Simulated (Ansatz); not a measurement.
Calculation for S (diamond type): DFT, PBEsol, PAW with Ansatz's default frozen-core files, scalar-relativistic (Ansatz 0.2.0). This run: cell relaxed at zero pressure.

The start is a guessed cell of a prototype that needn't be stable.

Command: `ansatz run input.yaml --threads 1 --pin off --max-ram 2048MiB --backend cpu --events-out ev --progress --plain --runs-dir out` It took 11 s on 1 thread of Arm Neoverse V1, with other jobs on the host, peak memory 0.32 GiB.

```yaml
crystal:
  lattice:
    - [0.0, 2.7698291284, 2.7698291284]
    - [2.7698291284, 0.0, 2.7698291284]
    - [2.7698291284, 2.7698291284, 0.0]
  atoms:
    - { symbol: S, position: [-0.125, -0.125, -0.125] }
    - { symbol: S, position: [0.125, 0.125, 0.125] }
kpoints:
  mp_grid: { grid: [13, 13, 13] }
scf:
  occupations: { method: fermi_dirac, width: 0.05 }
hamiltonian:
  xc: pbesol
  pseudopotentials: { kind: paw }
output:
  forces: true
  stress: true
relax:
  f_tol: 0.005
  max_steps: 40
  cell: {}
```

Output:

```
Engine: ansatz 0.2.0
Pseudopotentials: kind: paw
Pseudopotential: S, paw, valence charge 6, recommended cutoff 420 eV (normal), S.paw.azcp
Functional definition: PBEsol
  exchange = pbesol_x
  correlation = pbesol_c
Crystal: 2 atoms, lattice volume = 42.500 Å³
Basis set: ecut = 420 eV, 869 PW (Γ), exchange–correlation on 54×54×54 points (8 copies of the dense FFT grid, shifted against one another)
Bands: 10, of which v1, the nominal top of the filled ones, is band 6 counted from 1 (5 counted from 0)
Symmetry: 48 space group operations
Space group: Fd-3m (ITA 227), of the structure as read, at distance tolerance 3.5e-5 Å
k-points: 84 of 2197
Non-local potential: S, projectors of the file, l = 0: 2, l = 1: 2, l = 2: 2
PAW form: soft (Blöchl's): semilocal exchange-correlation on the pseudo side does not see the compensation charge
PAW frozen core: S, regenerated for the run's functional, and the local potential with it (the file was generated under x = pbe(κ = 0.804, μ = 0.2195149727645171), c = pbe(β = 0.06672455060314922))
PAW one-centre angular grid: S, 110 points (default); XC on 64 Gauss nodes
Initial density: superposition of atomic densities (neutral atoms: chi_scale 0, normalization atom), corrected by the library's trained network
Initial wavefunctions: pseudopotential atomic-orbital guess
Functional: x = pbesol(κ = 0.804, μ = 0.12345679012345678), c = pbesol(β = 0.046)
SCF iter   1: F=—  HF=-1767.935920 eV  |F-HF|=—  |Δ(HF+E_count)|=         —  Δρ=3.62e-3  dr2=4.45e-3  ethr=1.77e-3  ⟨swp⟩=6.8  Hψ=6024  notcnv=0
preconditioner: auto → none  [metal: Δε(μ)=0.006 eV  Ē_g=10.994 eV  σ=0.050 eV  W_gap=0.03  n_scr=8 (ndim 8)  ℏωp=19.7 eV  f_vac=0.000  D(μ)=2.19/eV (n_scr^D=14)  sad-step TF]
SCF iter   2: F=—  HF=-1767.935783 eV  |F-HF|=—  |Δ(HF+E_count)|=   1.37e-4  Δρ=2.06e-3  dr2=1.53e-3  ethr=3.71e-5  ⟨swp⟩=1.2  Hψ=1535  notcnv=0
SCF iter   3: F=—  HF=-1767.935810 eV  |F-HF|=—  |Δ(HF+E_count)|=   2.69e-5  Δρ=1.16e-4  dr2=4.69e-6  ethr=1.28e-5  ⟨swp⟩=3.0  Hψ=1366  notcnv=0
SCF iter   4: F=—  HF=-1767.935822 eV  |F-HF|=—  |Δ(HF+E_count)|=   1.19e-5  Δρ=2.27e-5  dr2=1.12e-7  ethr=3.91e-8  ⟨swp⟩=2.2  Hψ=1297  notcnv=0
iter 5 did not close the SCF: its close was put off for the readings that it lacked (scf_convergence_deferred on its scf_iter line)
SCF iter   5: F=-1767.935822 eV  HF=-1767.935822 eV  |F-HF|=8.72e-10  |Δ(HF+E_count)|=  5.89e-10  Δρ=3.87e-6  dr2=3.33e-9  ethr=9.33e-10  ⟨swp⟩=2.1  Hψ=1274  notcnv=0
SCF iter   6: F=-1767.935822 eV  HF=-1767.935822 eV  |F-HF|=3.82e-11  |Δ(HF+E_count)|=  3.77e-10  Δρ=2.87e-7  dr2=1.97e-11  ethr=2.77e-11  ⟨swp⟩=1.1  Hψ=2577  notcnv=0
SCF 1 converged in 6 iterations: F = -1767.935822 eV  dr2 = 1.97e-11
  greatest PAW one-centre occupation: 0.896 electrons in one spin orbital (limit 2), on the S atom at site 1 (counted from 0), in its partial waves of l = 0
relax step   1: F+E_penalty+E_count = -1767.93582225 eV  Δ(F+E_penalty+E_count) = +0.000e0 eV  max|allowed force component| = 1.295e-16 eV/Å  Δτ_max = 0.0000 Å  P = +4.178 GPa  Ω = 42.500 Å³  (6 SCF iters, dr2 threshold 1.00e-7 eV, accepted)
Crystal: 2 atoms, lattice volume = 44.239 Å³
Basis set: ecut = 420 eV, 893 PW (Γ), exchange–correlation on 54×54×54 points (8 copies of the dense FFT grid, shifted against one another)
Initial density: handed on by an earlier stage of this run
Initial wavefunctions: those handed on with the density
iter 1 solved again at ethr=2.41e-6 eV; its pass at ethr=3.10e-3 eV (dr2=2.89e-4 eV) is discarded
SCF iter   1: F=—  HF=-1767.968256 eV  |F-HF|=—  |Δ(HF+E_count)|=         —  Δρ=6.52e-4  dr2=2.58e-4  ethr=2.41e-6  ⟨swp⟩=1.7  Hψ=6926  notcnv=0
preconditioner: auto → none  [metal: Δε(μ)=0.003 eV  Ē_g=10.840 eV  σ=0.050 eV  W_gap=0.01  n_scr=8 (ndim 8)  ℏωp=19.3 eV  f_vac=0.000  D(μ)=2.16/eV (n_scr^D=14)]
SCF iter   2: F=—  HF=-1767.968179 eV  |F-HF|=—  |Δ(HF+E_count)|=   7.68e-5  Δρ=2.36e-4  dr2=2.68e-5  ethr=2.15e-6  ⟨swp⟩=2.0  Hψ=1342  notcnv=0
SCF iter   3: F=—  HF=-1767.968185 eV  |F-HF|=—  |Δ(HF+E_count)|=   6.01e-6  Δρ=4.66e-5  dr2=3.92e-7  ethr=2.23e-7  ⟨swp⟩=2.7  Hψ=1368  notcnv=0
iter 4 did not close the SCF: its close was put off for the readings that it lacked (scf_convergence_deferred on its scf_iter line)
SCF iter   4: F=-1767.968185 eV  HF=-1767.968185 eV  |F-HF|=2.07e-10  |Δ(HF+E_count)|=   2.06e-7  Δρ=1.22e-6  dr2=2.52e-10  ethr=3.27e-9  ⟨swp⟩=1.0  Hψ=845  notcnv=0
iter 5 did not close the SCF: its close was put off for the readings that it lacked (scf_convergence_deferred on its scf_iter line)
SCF iter   5: F=-1767.968185 eV  HF=-1767.968185 eV  |F-HF|=3.87e-12  |Δ(HF+E_count)|=  5.20e-10  Δρ=2.86e-7  dr2=1.28e-11  ethr=2.10e-12  ⟨swp⟩=2.0  Hψ=1385  notcnv=0
SCF iter   6: F=-1767.968185 eV  HF=-1767.968185 eV  |F-HF|=4.55e-13  |Δ(HF+E_count)|=  3.64e-12  Δρ=5.35e-8  dr2=4.86e-13  ethr=1.00e-12  ⟨swp⟩=1.0  Hψ=2016  notcnv=0
SCF 2 converged in 6 iterations: F = -1767.968185 eV  dr2 = 4.86e-13
relax step   2: F+E_penalty+E_count = -1767.96818530 eV  Δ(F+E_penalty+E_count) = -3.236e-2 eV  max|allowed force component| = 6.476e-16 eV/Å  Δτ_max = 0.0000 Å  P = +1.858 GPa  Ω = 44.239 Å³  energy of the carried Pulay correction = -6.248e-5 eV  (6 SCF iters, dr2 threshold 2.00e-7 eV, accepted)
Crystal: 2 atoms, lattice volume = 45.738 Å³
iter 1 solved again at ethr=1.62e-6 eV; its pass at ethr=3.10e-3 eV (dr2=1.94e-4 eV) is discarded
SCF iter   1: F=—  HF=-1767.977277 eV  |F-HF|=—  |Δ(HF+E_count)|=         —  Δρ=5.33e-4  dr2=1.82e-4  ethr=1.62e-6  ⟨swp⟩=1.3  Hψ=6793  notcnv=0
preconditioner: auto → none  [metal: Δε(μ)=0.009 eV  Ē_g=10.703 eV  σ=0.050 eV  W_gap=0.05  n_scr=8 (ndim 8)  ℏωp=19.0 eV  f_vac=0.000  D(μ)=2.11/eV (n_scr^D=14)]
SCF iter   2: F=—  HF=-1767.977231 eV  |F-HF|=—  |Δ(HF+E_count)|=   4.61e-5  Δρ=1.86e-4  dr2=1.81e-5  ethr=1.51e-6  ⟨swp⟩=2.0  Hψ=1345  notcnv=0
SCF iter   3: F=—  HF=-1767.977228 eV  |F-HF|=—  |Δ(HF+E_count)|=   3.30e-6  Δρ=3.67e-5  dr2=2.53e-7  ethr=1.51e-7  ⟨swp⟩=2.8  Hψ=1376  notcnv=0
iter 4 did not close the SCF: its close was put off for the readings that it lacked (scf_convergence_deferred on its scf_iter line)
SCF iter   4: F=-1767.977228 eV  HF=-1767.977228 eV  |F-HF|=1.18e-10  |Δ(HF+E_count)|=   1.31e-7  Δρ=8.63e-7  dr2=1.29e-10  ethr=2.11e-9  ⟨swp⟩=1.0  Hψ=843  notcnv=0
iter 5 did not close the SCF: its close was put off for the readings that it lacked (scf_convergence_deferred on its scf_iter line)
[... lines left out ...]
relax step   4: F+E_penalty+E_count = -1767.97726755 eV  Δ(F+E_penalty+E_count) = -3.986e-5 eV  max|allowed force component| = 1.758e-16 eV/Å  Δτ_max = 0.0000 Å  P = +0.004 GPa  Ω = 45.848 Å³  energy of the carried Pulay correction = -1.181e-4 eV  (7 SCF iters, dr2 threshold 3.78e-8 eV, accepted)
Initial wavefunctions: pseudopotential atomic-orbital guess (no wavefunctions were taken with the density)
iter 1 solved again at ethr=6.94e-7 eV; its pass at ethr=3.10e-3 eV (dr2=8.33e-5 eV) is discarded
SCF iter   1: F=—  HF=-1767.977430 eV  |F-HF|=—  |Δ(HF+E_count)|=         —  Δρ=2.80e-5  dr2=3.02e-8  ethr=6.94e-7  ⟨swp⟩=3.0  Hψ=8264  notcnv=0
eigensolver tolerance schedule: the retry pair's looser diagonalisation over-reported the residual by 2758.51 of it (diagonalisation noise at 1.62 of the residual, at the tolerance the schedule requests for it); recorded, not acted on — ethr = c·dr2/N_el stays at c = 1.0e-1
SCF iter   2: F=—  HF=-1767.977441 eV  |F-HF|=—  |Δ(HF+E_count)|=   1.10e-5  Δρ=1.42e-5  dr2=7.67e-9  ethr=2.52e-10  ⟨swp⟩=2.7  Hψ=1552  notcnv=0
SCF iter   3: F=—  HF=-1767.977441 eV  |F-HF|=—  |Δ(HF+E_count)|=   1.60e-7  Δρ=1.39e-6  dr2=5.59e-10  ethr=6.39e-11  ⟨swp⟩=2.0  Hψ=1357  notcnv=0
SCF iter   4: F=—  HF=-1767.977441 eV  |F-HF|=—  |Δ(HF+E_count)|=  4.51e-10  Δρ=3.13e-7  dr2=4.54e-11  ethr=4.66e-12  ⟨swp⟩=2.3  Hψ=1373  notcnv=0
iter 5 did not close the SCF: its close was put off for the readings that it lacked (scf_convergence_deferred on its scf_iter line)
SCF iter   5: F=-1767.977441 eV  HF=-1767.977441 eV  |F-HF|=4.55e-13  |Δ(HF+E_count)|=  1.36e-11  Δρ=4.54e-8  dr2=7.45e-13  ethr=1.00e-12  ⟨swp⟩=2.0  Hψ=1261  notcnv=0
SCF iter   6: F=-1767.977441 eV  HF=-1767.977441 eV  |F-HF|=0.00e0  |Δ(HF+E_count)|=    0.00e0  Δρ=4.41e-9  dr2=6.33e-15  ethr=1.00e-12  ⟨swp⟩=3.2  Hψ=3089  notcnv=0
SCF 5 converged in 6 iterations: F = -1767.977441 eV  dr2 = 6.33e-15
relax step   5: F+E_penalty+E_count = -1767.97744094 eV  Δ(F+E_penalty+E_count) = -1.734e-4 eV  max|allowed force component| = 2.961e-16 eV/Å  Δτ_max = 0.0000 Å  P = +0.011 GPa  Ω = 45.848 Å³  stress off target by 1.12e-2 GPa  SCF on the basis re-selected at this cell (its energy is not comparable with the rows above)  (6 SCF iters)
basis re-selected at this cell: Δ(F+E_penalty+E_count) = -1.734e-4 eV, ΔP = +0.007 GPa vs the last step (what re-selecting the basis moved, of the pressure what is left beyond the Pulay correction that the steps carried, after the strain that the cell walked since its last selection, with what the two solves' SCF thresholds leave and, on support functions, any second-order correction that the steps lacked; it is no measure of the basis error at this ecutwfc). This SCF's stress stands 1.12e-2 GPa from its target on what of the cell is left free (relax.cell.stress_tol is 5.00e-2 GPa) and its largest allowed force component is 2.96e-16 eV/Å (relax.f_tol is 5.00e-3 eV/Å): within both
SCF converged after 6 iterations
Free energy (F): -1767.977441 eV
Harris-Foulkes:  -1767.977441 eV  (|F-HF|=0.00e0)
Internal energy: -1767.960373 eV  (E = F + TS)
E sigma→0 (E₀):  -1767.968907 eV
Entropy (-TS):   -0.017068 eV (-8.534 meV/atom)
Fermi energy:    5.037814 eV
--- Per-component energies (eV) ---
  E_band       = -21.277546
  E_kinetic    = 206.325063
  E_local      = -264.567524  (includes V_loc(G=0)·N_el)
  E_nonlocal   = 59.976390
  E_hartree    = 78.607962
  E_xc         = -188.967935
  E_vxc        = -170.385344  (∫ρ·V_xc dr)
  E_paw        = -1167.956920  (= ΣΔE_a)
  E_vpaw       = -9.842059  (= ΣTr[D̂ρ^β])
  E_aug_tail   = 0.000003  (compensation charges beyond the density's cutoff)
  E_ewald      = -491.501311
  E_core_change = 0.123899  (= ΣΔE_core)
  E_smearing   = -0.017068  (= −TS)
  E_closure    = -0.000000  (closes the sum)
  Σ components = -1767.977441   (vs F -1767.977441, Δ=0.00e0)
--- Forces (eV/Å), atoms counted from 1 ---
  atom   1  S      0.00000000    -0.00000000     0.00000000
  atom   2  S      0.00000000     0.00000000    -0.00000000
  max |Σ_I F_I| component: 1.85e-16 eV/Å
--- Stress (GPa, compression-positive) ---
        0.011238      -0.000000      -0.000000
       -0.000000       0.011238      -0.000000
       -0.000000      -0.000000       0.011238
  P = ⅓ Tr σ = 0.0112 GPa (0.112 kbar)
--- Relaxed structure (4 steps of the walk, 4 accepted, 1 SCFs on fresh bases) ---
  F+E_penalty+E_count = -1767.97744094 eV   max|allowed force component| = 2.961e-16 eV/Å   (the final SCF, on the basis selected at the relaxed cell)
  cell:  # Å, volume = 45.8481 Å³
    - [-5.859677837829928e-34, 2.840732354604914, 2.840732354604914]
    - [2.840732354604914, 7.260905146876214e-34, 2.840732354604914]
    - [2.840732354604914, 2.840732354604914, -2.025410383075997e-33]
  atoms:
    - { symbol: S, position: [-0.125, -0.125, -0.125] }
    - { symbol: S, position: [0.125, 0.125, 0.125] }
```

Next run (the series' base cell), as changes to the input before:

```diff
   lattice:
-    - [0.0, 2.7698291284, 2.7698291284]
-    - [2.7698291284, 0.0, 2.7698291284]
-    - [2.7698291284, 2.7698291284, 0.0]
+    - [0.0, 2.8407323546, 2.8407323546]
+    - [2.8407323546, 0.0, 2.8407323546]
+    - [2.8407323546, 2.8407323546, 0.0]
   atoms:
   mp_grid: { grid: [13, 13, 13] }
+  band_path:
+    path:
+      - [0.0, 0.0, 0.0]
+      - [0.5, 0.0, 0.5]
+      - [0.625, 0.25, 0.625]
+      - [0.375, 0.375, 0.75]
+      - [0.0, 0.0, 0.0]
+      - [0.5, 0.5, 0.5]
+      - [0.5, 0.25, 0.75]
+      - [0.5, 0.0, 0.5]
+    npoints: 8
 scf:
   stress: true
-relax:
-  f_tol: 0.005
-  max_steps: 40
-  cell: {}
+  eigenvalues: true
+  populations: true
+  dos: { projected: true, de: 0.2, e_range: [-14, 8] }
```

Command: `ansatz run input.yaml --threads 1 --pin off --max-ram 2048MiB --backend cpu --events-out ev --progress --plain --runs-dir out` It took 3.5 s on 1 thread of Arm Neoverse V1, on a shared host, peak memory 0.31 GiB.

Results part of the output:

```
SCF 1 converged in 6 iterations: F = -1767.977441 eV  dr2 = 4.08e-12
  greatest PAW one-centre occupation: 0.896 electrons in one spin orbital (limit 2), on the S atom at site 1 (counted from 0), in its partial waves of l = 0
NSCF: frozen V_eff on 57 k-points
SCF converged after 6 iterations
Free energy (F): -1767.977441 eV
Harris-Foulkes:  -1767.977441 eV  (|F-HF|=0.00e0)
Internal energy: -1767.960373 eV  (E = F + TS)
E sigma→0 (E₀):  -1767.968907 eV
Entropy (-TS):   -0.017068 eV (-8.534 meV/atom)
Fermi energy:    5.037813 eV
--- Per-component energies (eV) ---
  E_band       = -21.277557
  E_kinetic    = 206.325073
  E_local      = -264.567538  (includes V_loc(G=0)·N_el)
  E_nonlocal   = 59.976392
  E_hartree    = 78.607968
  E_xc         = -188.967938
  E_vxc        = -170.385347  (∫ρ·V_xc dr)
  E_paw        = -1167.956920  (= ΣΔE_a)
  E_vpaw       = -9.842059  (= ΣTr[D̂ρ^β])
  E_aug_tail   = 0.000003  (compensation charges beyond the density's cutoff)
  E_ewald      = -491.501311
  E_core_change = 0.123899  (= ΣΔE_core)
  E_smearing   = -0.017068  (= −TS)
  E_closure    = -0.000000  (closes the sum)
  Σ components = -1767.977441   (vs F -1767.977441, Δ=0.00e0)
--- Forces (eV/Å), atoms counted from 1 ---
  atom   1  S      0.00000000     0.00000000     0.00000000
  atom   2  S      0.00000000    -0.00000000     0.00000000
  max |Σ_I F_I| component: 1.85e-16 eV/Å
--- Stress (GPa, compression-positive) ---
        0.011236      -0.000000       0.000000
       -0.000000       0.011236       0.000000
       -0.000000       0.000000       0.011236
  P = ⅓ Tr σ = 0.0112 GPa (0.112 kbar)
--- Band table (eV; the first three rows and the last of 84) ---
  k-point 0: bands = ["-11.1191", "-3.7785", "0.9878", "0.9878", "0.9878", "4.0200", "4.0200", "4.0200", "10.4123", "12.5810"]
  k-point 1: bands = ["-11.0672", "-3.9722", "0.9225", "0.9225", "1.0223", "4.1182", "4.1182", "4.1217", "10.6217", "12.4253"]
  k-point 2: bands = ["-10.9148", "-4.4757", "0.7601", "0.7601", "1.0462", "4.3676", "4.3676", "4.4718", "11.1522", "12.1642"]
  k-point 83: bands = ["-8.6724", "-8.1259", "-1.1688", "-0.9185", "3.7857", "4.2862", "6.5188", "6.6381", "10.9519", "11.3969"]
--- Löwdin populations: 2 sites ---
  site symbol       q [e]
     0      S      5.9352
     1      S      5.9352
  spilling = 0.010806 (of n_electrons = 12.000000)
```

Next run (volume at 0.92 of the series' base cell), as changes to the input before:

```diff
   lattice:
-    - [0.0, 2.8407323546, 2.8407323546]
-    - [2.8407323546, 0.0, 2.8407323546]
-    - [2.8407323546, 2.8407323546, 0.0]
+    - [0.0, 2.7628645464, 2.7628645464]
+    - [2.7628645464, 0.0, 2.7628645464]
+    - [2.7628645464, 2.7628645464, 0.0]
   atoms:
   mp_grid: { grid: [13, 13, 13] }
-  band_path:
-    path:
-      - [0.0, 0.0, 0.0]
-      - [0.5, 0.0, 0.5]
-      - [0.625, 0.25, 0.625]
-      - [0.375, 0.375, 0.75]
-      - [0.0, 0.0, 0.0]
-      - [0.5, 0.5, 0.5]
-      - [0.5, 0.25, 0.75]
-      - [0.5, 0.0, 0.5]
-    npoints: 8
 scf:
   populations: true
-  dos: { projected: true, de: 0.2, e_range: [-14, 8] }
```

Results part of the output:

```
the search or the solves at the SCF's close seem to have found levels that the self-consistency loop had missed (the run counts 1). By its estimate they hold under 1e-12 electrons; where the run keeps them, the occupations were computed again with them
SCF 1 converged in 6 iterations: F = -1767.927017 eV  dr2 = 2.72e-11
  greatest PAW one-centre occupation: 0.896 electrons in one spin orbital (limit 2), on the S atom at site 1 (counted from 0), in its partial waves of l = 0
SCF converged after 6 iterations
Free energy (F): -1767.927017 eV
Harris-Foulkes:  -1767.927017 eV  (|F-HF|=9.55e-12)
Internal energy: -1767.909498 eV  (E = F + TS)
E sigma→0 (E₀):  -1767.918257 eV
Entropy (-TS):   -0.017519 eV (-8.760 meV/atom)
Fermi energy:    6.062698 eV
--- Per-component energies (eV) ---
  E_band       = -12.705064
  E_kinetic    = 208.820981
  E_local      = -247.164887  (includes V_loc(G=0)·N_el)
  E_nonlocal   = 60.165106
  E_hartree    = 73.638437
  E_xc         = -190.104155
  E_vxc        = -171.884823  (∫ρ·V_xc dr)
  E_paw        = -1168.035234  (= ΣΔE_a)
  E_vpaw       = -9.918373  (= ΣTr[D̂ρ^β])
  E_aug_tail   = 0.000003  (compensation charges beyond the density's cutoff)
  E_ewald      = -505.353648
  E_core_change = 0.123899  (= ΣΔE_core)
  E_smearing   = -0.017519  (= −TS)
  E_closure    = 0.000000  (closes the sum)
  Σ components = -1767.927017   (vs F -1767.927017, Δ=0.00e0)
--- Forces (eV/Å), atoms counted from 1 ---
  atom   1  S     -0.00000000    -0.00000000    -0.00000000
  atom   2  S      0.00000000     0.00000000    -0.00000000
  max |Σ_I F_I| component: 1.11e-16 eV/Å
--- Stress (GPa, compression-positive) ---
        4.647558       0.000000       0.000000
        0.000000       4.647558      -0.000000
        0.000000       0.000000       4.647558
  P = ⅓ Tr σ = 4.6476 GPa (46.476 kbar)
--- Band table (eV; the first three rows and the last of 84) ---
  k-point 0: bands = ["-10.7932", "-2.3692", "1.6629", "1.6629", "1.6629", "4.8901", "4.8901", "4.8901", "11.4854", "13.3969"]
  k-point 1: bands = ["-10.7359", "-2.6328", "1.5908", "1.5908", "1.7454", "4.9997", "4.9997", "5.0089", "11.7121", "13.2332"]
  k-point 2: bands = ["-10.5675", "-3.2845", "1.4124", "1.4124", "1.8441", "5.2762", "5.2762", "5.4230", "12.2814", "12.9585"]
  k-point 83: bands = ["-8.0770", "-7.4720", "-0.7251", "-0.4457", "4.8914", "5.3980", "7.5449", "7.7531", "11.9210", "12.4872"]
--- Löwdin populations: 2 sites ---
  site symbol       q [e]
     0      S      5.9184
     1      S      5.9184
  spilling = 0.013595 (of n_electrons = 12.000000)
```

Next run (volume at 0.84 of the series' base cell), as changes to the input before:

```diff
   lattice:
-    - [0.0, 2.7628645464, 2.7628645464]
-    - [2.7628645464, 0.0, 2.7628645464]
-    - [2.7628645464, 2.7628645464, 0.0]
+    - [0.0, 2.6803411858, 2.6803411858]
+    - [2.6803411858, 0.0, 2.6803411858]
+    - [2.6803411858, 2.6803411858, 0.0]
   atoms:
   populations: true
+  write_density: true
+  write_potential: true
+  elf: true
+  volumetric_format: npy
```

Results part of the output:

```
SCF 1 converged in 6 iterations: F = -1767.749104 eV  dr2 = 4.11e-10
  greatest PAW one-centre occupation: 0.897 electrons in one spin orbital (limit 2), on the S atom at site 1 (counted from 0), in its partial waves of l = 0
SCF converged after 6 iterations
Free energy (F): -1767.749104 eV
Harris-Foulkes:  -1767.749104 eV  (|F-HF|=1.43e-10)
Internal energy: -1767.731131 eV  (E = F + TS)
E sigma→0 (E₀):  -1767.740117 eV
Entropy (-TS):   -0.017973 eV (-8.986 meV/atom)
Fermi energy:    7.234290 eV
--- Per-component energies (eV) ---
  E_band       = -2.694551
  E_kinetic    = 211.962545
  E_local      = -228.000474  (includes V_loc(G=0)·N_el)
  E_nonlocal   = 60.340721
  E_hartree    = 68.338568
  E_xc         = -191.447946
  E_vxc        = -173.656616  (∫ρ·V_xc dr)
  E_paw        = -1168.135777  (= ΣΔE_a)
  E_vpaw       = -10.017938  (= ΣTr[D̂ρ^β])
  E_aug_tail   = 0.000003  (compensation charges beyond the density's cutoff)
  E_ewald      = -520.912668
  E_core_change = 0.123899  (= ΣΔE_core)
  E_smearing   = -0.017973  (= −TS)
  E_closure    = 0.000000  (closes the sum)
  Σ components = -1767.749104   (vs F -1767.749104, Δ=0.00e0)
--- Forces (eV/Å), atoms counted from 1 ---
  atom   1  S     -0.00000000     0.00000000     0.00000000
  atom   2  S      0.00000000    -0.00000000     0.00000000
  max |Σ_I F_I| component: 2.22e-16 eV/Å
--- Stress (GPa, compression-positive) ---
       11.284684      -0.000000      -0.000000
        0.000000      11.284684      -0.000000
        0.000000       0.000000      11.284684
  P = ⅓ Tr σ = 11.2847 GPa (112.847 kbar)
--- Band table (eV; the first three rows and the last of 84) ---
  k-point 0: bands = ["-10.4212", "-0.6824", "2.4593", "2.4593", "2.4593", "5.8999", "5.8999", "5.8999", "12.7562", "14.3509"]
  k-point 1: bands = ["-10.3579", "-1.0667", "2.3793", "2.3793", "2.6356", "6.0225", "6.0225", "6.0400", "13.0027", "14.1773"]
  k-point 2: bands = ["-10.1712", "-1.9324", "2.1825", "2.1825", "2.8534", "6.3300", "6.3300", "6.5373", "13.6162", "13.8866"]
  k-point 83: bands = ["-7.3949", "-6.7250", "-0.2006", "0.1129", "6.2097", "6.7057", "8.6837", "9.0173", "13.1045", "13.8260"]
--- Löwdin populations: 2 sites ---
  site symbol       q [e]
     0      S      5.8958
     1      S      5.8958
  spilling = 0.017370 (of n_electrons = 12.000000)
```

The PAW files were made under PBE.
